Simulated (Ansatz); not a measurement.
The start is a randomly generated symmetric cell of Cs (space group No. 51). The structure is fully relaxed (lattice and positions, P = 0) with r2SCAN (plane waves to 500 eV, PAW, scalar-relativistic; Ansatz, an electronic-structure program). The first steps use a coarse 5×6×5 k-mesh.

The start:
```
Cs
1.0
    6.21855     0.00000     0.00000
    0.00000     5.90051     0.00000
    0.00000     0.00000     6.55031
Cs
2
Direct
  0.25000   0.50000   0.69192
  0.75000   0.50000   0.30808
```

What is the largest force in the starting geometry, and on which atom (counted from 1)?

0.41 eV/Å, on Cs1, Cs2 (atoms numbered as listed).

What symmetry does the relaxed structure have?

The space group goes from Pmma (No. 51) to P6/mmm (No. 191); the end is AFLOW prototype A_hP1_191_a (A_f, as in Sn), with 1 atom in the primitive cell.

By how much does the energy per atom fall from start to end?

0.23 eV/atom.

How does the volume per atom move from start to end?

+4.6 %, from 120.17 to 125.66 Å³/atom.

What does it relax into? Give the structure.


```cif
data_Cs
_chemical_formula_sum 'Cs1'
_space_group_name_H-M_alt 'P6/mmm'
_space_group_IT_number 191
_space_group_name_Hall '-P 6 2'
_cell_length_a 5.38844
_cell_length_b 5.38844
_cell_length_c 4.99721
_cell_angle_alpha 90.000
_cell_angle_beta 90.000
_cell_angle_gamma 120.000
loop_
_atom_site_label
_atom_site_type_symbol
_atom_site_symmetry_multiplicity
_atom_site_Wyckoff_symbol
_atom_site_fract_x
_atom_site_fract_y
_atom_site_fract_z
_atom_site_occupancy
Cs1 Cs 1 b 0.00000 0.00000 0.50000 1
```

Final values are on a 10×10×9 k-mesh of the relaxed cell. No spin polarisation in the result.

The run could not lower the symmetry of its start; a shaken copy of this end point relaxes with r2SCAN to P-1 (No. 2) at a tolerance of 0.01 Å, Cmcm (No. 63) at 0.1 Å, 0.05 eV/atom lower.

The relaxed structure here is a generated cell of Cs: the first start was made by a random draw of sites in a space group, and the end was not matched to a known phase here, so it may be hypothetical. Known forms of Cs include space group No. 229.
